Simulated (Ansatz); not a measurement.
## Pd: from a starting cell to a relaxed one

The start is a generated cell, Pd built in the omega structure type. Cell shape, volume and atoms are optimised at zero target pressure with r2SCAN (plane waves to 500 eV, PAW, scalar-relativistic; Ansatz, an electronic-structure program). The first steps use a coarse 9×9×12 k-mesh.

Starting cell:
```
Pd
1.0
    4.36166     0.00000     0.00000
   -2.18083     3.77731     0.00000
    0.00000     0.00000     2.65284
Pd
3
Cartesian
  0.00000   0.00000   0.00000
  0.00000   2.51821   1.32642
  2.18083   1.25910   1.32642
```

Q: How large is the pressure on the unrelaxed cell, and of which sign?

A: +9.9 GPa (positive: the cell is compressed).

Q: By how much does the energy per atom fall from start to end?

A: 0.03 eV/atom.

Q: How does the volume per atom move from start to end?

A: +5.0 %, from 14.57 to 15.30 Å³/atom.

Q: What band gap does the relaxed structure have at this level?

A: No gap (metallic).

Q: What does it relax into? Give the structure.

A: 
```cif
data_Pd3
_chemical_formula_sum 'Pd3'
_space_group_name_H-M_alt 'P6/mmm'
_space_group_IT_number 191
_space_group_name_Hall '-P 6 2'
_cell_length_a 4.47302
_cell_length_b 4.47302
_cell_length_c 2.64934
_cell_angle_alpha 90.000
_cell_angle_beta 90.000
_cell_angle_gamma 120.000
loop_
_atom_site_label
_atom_site_type_symbol
_atom_site_symmetry_multiplicity
_atom_site_Wyckoff_symbol
_atom_site_fract_x
_atom_site_fract_y
_atom_site_fract_z
_atom_site_occupancy
Pd1 Pd 1 a 0.00000 0.00000 0.00000 1
Pd2 Pd 2 d 0.33333 0.66667 0.50000 1
```

The space group stays P6/mmm (No. 191) (the run could not lower it), with 3 atoms in the primitive cell. Final values are on a 12×12×17 k-mesh of the relaxed cell. No spin polarisation in the result.

The run could not lose the symmetry of its start: the end is stationary, and may be a saddle point rather than a minimum.

All atoms sit on sites fixed by symmetry, so only the cell could relax.

The relaxed structure here is a generated cell of Pd: the first start was made by placing the elements on the sites of a structure type, and the end was not matched to a known phase here, so it may be hypothetical. Known forms of Pd include space group No. 225.
